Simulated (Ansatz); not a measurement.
WSe2 as a 2H monolayer: a single-point calculation in Ansatz 0.2.0 (HSE06). The cell was relaxed with r2SCAN and then strained, so it isn't that functional's minimum.

The input:
```yaml
crystal:
  lattice:
    - [3.314422265, 0.0, 0.0]
    - [-1.6572111325, 2.8703738804, 0.0]
    - [0.0, 0.0, 31.2377754424]
  atoms:
    - { symbol: W, position: [0.3333333333, 0.6666666667, 0.2881127056] }
    - { symbol: Se, position: [0.6666666667, 0.3333333333, 0.3412818312] }
    - { symbol: Se, position: [0.6666666667, 0.3333333333, 0.23494358] }
  periodic: [true, true, false]
kpoints:
  mp_grid: { grid: [6, 6, 1] }
  band_path:
    path: [[0.0, 0.0, 0.0], [0.5, 0.0, 0.0], [0.3333333333, 0.3333333333, 0.0]]
    npoints: 1
hamiltonian:
  xc: hse06
scf:
  occupations: { method: fixed }
  n_extra_bands: 4
output:
  forces: true
  stress: true
  eigenvalues: true
```

Question: It ran on 1 × NVIDIA H100 80GB HBM3 with 2 threads of AMD EPYC 7R13 Processor (Zen 3) (shared host), load about 1.5 per core. About how long did it take, and how much host memory at the peak?

Answer: About 51 s, with a peak of 3.3 GiB.

Output, abridged:
```
scf.n_extra_bands = 4 over 23 filled bands (N_el = 46.0): the run solves 27 bands
Pseudopotential: W, paw, valence charge 14, recommended cutoff 420 eV (normal)
Pseudopotential: Se, paw, valence charge 16, recommended cutoff 420 eV (normal)
Functional definition: HSE06
Crystal: 3 atoms, lattice volume = 297.185 Å³
Basis set: ecut = 420 eV, 5901 PW (Γ)
Symmetry: 12 space group operations
Space group: P-6m2 (ITA 187)
k-points: 7 of 36 (time reversal used)
Exchange kernel: α = 0.2500, screened, ω = 0.2079 Å⁻¹, Wigner–Seitz truncation, v(0) = 1045.3184 eV·Å³, q-mesh 6×6×1
hybrid outer 1: dexx = +1.027e-2 eV, tail = 1.01e-4 eV
hybrid outer 2: dexx = +7.245e-7 eV, tail = 3.21e-8 eV, Δε = 3.01e-3 eV, ΔF = 1.16e-2 eV/Å
hybrid outer 3: dexx = +3.047e-10 eV, tail = 1.25e-9 eV, Δε = 3.54e-5 eV, ΔF = 1.52e-4 eV/Å
hybrid SCF converged: 3 outer / 14 inner (+5 warm-up)
Free energy (F): -21328.612306 eV
Fermi energy:    -5.497594 eV
--- Per-component energies (eV) ---
  E_band       = -1787.903323
  E_kinetic    = 685.241248
  E_local      = -128468.207613
  E_nonlocal   = -1190.125124
  E_hartree    = 63716.501398
  E_xc         = -379.980441
  E_vxc        = -347.125022
  E_exx        = -177.186089
  E_paw        = -12303.380009
  E_vpaw       = 453.683681
  E_ewald      = 56793.590368
  E_core_change = -5.064798
--- Forces (eV/Å), atoms counted from 1 ---
  atom   1  W       0.00000      0.00000      0.00000
  atom   2  Se      0.00000      0.00000    -0.17965
  atom   3  Se      0.00000      0.00000      0.17965
--- 2D stress c σ (N/m, compression-positive) ---
       -1.696457       0.000000       0.000000
        0.000000      -1.696457       0.000000
        0.000000       0.000000       0.000000
  P = ½ c Tr σ = -1.6965 N/m
```

Levels at the listed points, from bands.tsv (eV from the Fermi energy, bands near the gap, counted from 0):
```tsv
# k_distance	band_18	band_19	band_20	band_21	band_22	band_23	band_24	band_25	band_26
# fermi_ev = -5.497594
# [0, 0, 0] at k_distance = 0.000000
# [0.5, 0, 0] at k_distance = 1.094489
# [0.3333333333, 0.3333333333, 0] at k_distance = 1.726393
# levels_relative_to = fermi_ev
0.000	-2.798	-2.437	-1.468	-1.468	-0.324	3.590	3.590	3.789	3.789
1.094	-4.755	-3.448	-2.441	-1.196	-1.180	2.981	3.404	4.497	5.185
1.726	-4.894	-4.280	-3.719	-2.681	0.000	1.985	3.580	4.260	5.865
```
In order the rows are Γ, M, K.

HSE06 gives a direct gap of 1.99 eV at K. The gap is the least over the mesh and the extra points. The mean in-plane stress at these positions is -1.7 N/m, compression counted positive. The stress of a hybrid is loosely converged here. The largest force is 0.18 eV/Å.

The values are computed, spin-unpolarised, and not measurements.

No spin-orbit coupling is included; it can move band edges with weight on the heavy atoms by tenths of an eV.

The meshes of the hybrids are coarse, so their gaps aren't converged to the digits shown.
